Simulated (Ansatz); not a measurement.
TaP:
```cif
data_PTa
_chemical_formula_sum 'Ta1 P1'
_space_group_name_H-M_alt 'P-6m2'
_space_group_IT_number 187
_space_group_name_Hall 'P -6 2'
_cell_length_a 3.26337
_cell_length_b 3.26337
_cell_length_c 3.29777
_cell_angle_alpha 90.000
_cell_angle_beta 90.000
_cell_angle_gamma 120.000
loop_
_atom_site_label
_atom_site_type_symbol
_atom_site_symmetry_multiplicity
_atom_site_Wyckoff_symbol
_atom_site_fract_x
_atom_site_fract_y
_atom_site_fract_z
_atom_site_occupancy
Ta1 Ta 1 e 0.66667 0.33333 0.00000 1
P1 P 1 b 0.00000 0.00000 0.50000 1
```

Relaxed at zero pressure with LDA in the plane-wave PAW code Ansatz.

Task: The volume is raised by 3 % and shape and atoms relax at that volume. What pressure results, and how do the axes share the change?

Result: -6.1 GPa; a 1.3 %, b 1.3 %, c 0.4 %; the energy rises by 9 meV/atom.

Task: Give the new structure.

Result: 
Space group P-6m2 (No. 187); a = b = 3.3050 Å, c = 3.3117 Å, α = β = 90.00°, γ = 120.00°

```tsv
atom	site	symmetry	x	y	z
Ta	1e	-6m2	0.6667	0.3333	0.0000
P	1b	-6m2	0.0000	0.0000	0.5000
```

The phase is kept; no other phase was compared at this pressure.

The workflow started from a Materials Project entry (that database holds measured and hypothetical structures alike); the Crystallography Open Database copy checked does not list it. COD files the formula under space group No. 141, so this cell is another polymorph or a model. Its standing as an ambient phase is unchecked. The LDA relaxation kept the symmetry of its start; of distortions, only those at the zone centre were tested. No spin polarisation was allowed. Scalar-relativistic: spin–orbit coupling is off unless named, which matters more the heavier the elements.

Potentials: the earlier of the program's two PAW sets.
